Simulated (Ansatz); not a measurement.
**Notes on InSb₂S₄Br**

```
In Sb S Br
1.0
     0.00000    3.90303    0.00000
    10.18249   -1.95151    0.00000
    -4.45361    1.95151  -10.28011
In Sb S Br
2 4 8 2
Direct
  0.33668 0.10714 0.43378
  0.66332 0.89286 0.56622
  0.04659 0.31008 0.21690
  0.95341 0.68992 0.78310
  0.70494 0.31292 0.90304
  0.29506 0.68708 0.09696
  0.21230 0.07640 0.65180
  0.78770 0.92360 0.34820
  0.31950 0.50750 0.86850
  0.68050 0.49250 0.13150
  0.10130 0.17790 0.97530
  0.89870 0.82210 0.02470
  0.46340 0.13900 0.21220
  0.53660 0.86100 0.78780
  0.89602 0.32676 0.53472
  0.10398 0.67324 0.46528
```

The numbers come from plane-wave PAW DFT (Ansatz): r2SCAN, no spin polarisation, 500 eV, 5×5×5 Γ-centred k points, fermi-dirac occupations (width 0.1 eV). Nothing was relaxed.

Problem. What is the band gap?

Solution. The gap on the k mesh is 1.75 eV; the mesh may miss the band edges, so the true gap of this level can be smaller.

Problem. Which orbitals make up the band edges?

Solution. Within 0.7 eV of the edges, the states project mainly on S p (75 %) below the gap and on Sb p (52 %) and S p (21 %) above it.

Problem. What is the formation energy?

Solution. -0.53 eV an atom against the elements' usual phases (free molecules for gases, crystals otherwise, with no correction for O₂ or N₂), so it is bound against them; other compounds may still compete. Relaxing would lower it.

Problem. What does the stress say?

Solution. The pressure is -0.8 GPa (compression positive), so with the atoms held at these fractions the cell would first shrink.

Problem. Where is the largest force?

Solution. The largest is on S7 (and as large on other atoms): 0.26 eV/Å, components (-0.06, 0.00, 0.26). It makes 43° with the line to a nearest neighbour, In1 at 2.58 Å, pointing towards it.

Problem. Describe some of the short contacts.

Solution. Sb–S at 2.48 Å: least valence density 0.55 e/Å³ and ELF 0.56 there. In–S at 2.58 Å: least valence density 0.40 e/Å³ and ELF 0.35 there. In–Br at 2.84 Å: least valence density 0.25 e/Å³ and ELF 0.18 there, a closed-shell (ionic or weak) contact. These are pseudo-fields; inside the PAW spheres they differ from the all-electron ones.

Origin: a database entry at a rescaled volume. Caveats: an odd or shifted mesh can miss the band edges, so this level's true gap may be smaller; no spin-orbit coupling, which can shift this gap by tenths of an eV.
